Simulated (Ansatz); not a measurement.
Computed with Ansatz, DFT PBE, scalar-relativistic, plane waves, PAW. All cells share a 420 eV cutoff and Γ-centred k meshes spaced at most about 0.3 Å⁻¹ (about 0.25 or finer for metals, 2π included). No spin polarisation in the final relaxations.

These are static total energies at zero pressure. All come from trial cells, and lower structures may exist.

Question: These unrelaxed guesses for Mo3W are each relaxed within their symmetry. Order them by the energy at which they end, lowest first.
A.

Space group P6_3/mmc (No. 194). a = 6.583 Å, b = 6.583 Å, c = 5.066 Å, α = 90.00°, β = 90.00°, γ = 120.00°
```json
{"atom": "Mo", "site": "6h", "symmetry": "mm2", "x": "0.1677", "y": "0.3354", "z": "0.2500"}
{"atom": "W", "site": "2d", "symmetry": "-6m2", "x": "0.3333", "y": "0.6667", "z": "0.7500"}
```

B.

Space group Fm-3m (No. 225). a = 6.645 Å, b = 6.645 Å, c = 6.645 Å, α = 90.00°, β = 90.00°, γ = 90.00°
| atom | site | symmetry | x | y | z |
| --- | --- | --- | --- | --- | --- |
| Mo | 8c | -43m | 0.2500 | 0.7500 | 0.7500 |
| Mo | 4b | m-3m | 0.5000 | 0.0000 | 0.0000 |
| W | 4a | m-3m | 0.0000 | 0.0000 | 0.0000 |

C.

Space group Pm-3n (No. 223). a = 5.497 Å, b = 5.497 Å, c = 5.497 Å, α = 90.00°, β = 90.00°, γ = 90.00°
| atom | site | symmetry | x | y | z |
| --- | --- | --- | --- | --- | --- |
| Mo | 6c | -4m.2 | 0.2500 | 0.0000 | 0.5000 |
| W | 2a | m-3. | 0.0000 | 0.0000 | 0.0000 |

D.

Space group Pm-3m (No. 221). a = 4.234 Å, b = 4.234 Å, c = 4.234 Å, α = 90.00°, β = 90.00°, γ = 90.00°
| atom | site | symmetry | x | y | z |
| --- | --- | --- | --- | --- | --- |
| Mo | 3c | 4/mm.m | 0.0000 | 0.5000 | 0.5000 |
| W | 1a | m-3m | 0.0000 | 0.0000 | 0.0000 |

Answer: B (ends in Fm-3m, BiF3 (D0_3) type, 0 meV/atom), C (ends in Pm-3n, A15 type, 89 meV/atom), D (ends in Pm-3m, Cu3Au (L1_2) type, 0.45 eV/atom), A (ends in P6_3/mmc, Ni3Sn (D0_19) type, 0.46 eV/atom).

The k mesh leaves some 4 meV/atom of noise in the energy of each metallic cell. These runs have no spin–orbit coupling, which can matter for W. Cells relaxed within their symmetry can be saddle points. Some structure types and database cells were kept out of the candidates from the start, so a known form may be missing.
